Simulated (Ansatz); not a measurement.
A trial cell of HfN was relaxed with PBEsol (plane waves to 420 eV, PAW, scalar-relativistic; Ansatz, a quantum-chemistry and plane-wave program).

Before: F-43m (No. 216), cF32; a = b = c = 8.2987 Å, α = β = γ = 90.00°.

After relaxation:

Simulated powder pattern, Cu Kα, λ = 1.54184 Å (kinematic, ideal powder, no thermal factors, no anomalous dispersion; the 24 strongest lines at most, above 1 %, up to 2θ = 90°):

| 2θ (°) | I/Imax (%) |
|---|---|
| 28.28 | 100 |
| 40.42 | 17 |
| 50.06 | 44 |
| 58.48 | 15 |
| 66.21 | 19 |
| 73.50 | 4.3 |
| 80.52 | 22 |
| 87.40 | 2.6 |

Question: Identify the relaxed structure from its pattern: crystal system, space group and cell.

Answer: Cubic, Fd-3m, origin choice 1 (No. 227), cF32; a = b = c = 8.927 Å, α = β = γ = 90.00°. Sites: Hf 8a (0.000, 0.000, 0.000); Hf 8b (0.500, 0.500, 0.500); N 16d (0.625, 0.625, 0.625).

Question: Index the strongest lines.

Answer: 28.28° (220), 40.42° (400), 50.06° (422), 66.21° (620), 80.52° (642).

No spin polarisation in the result.

The run could not lose the symmetry of its start: the end is stationary, and may be a saddle point rather than a minimum.

The relaxed structure here is a generated cell of HfN: the first start was made by a random draw of sites in a space group, and the end was not matched to a known phase here, so it may be hypothetical. Known forms of HfN include space group No. 225.
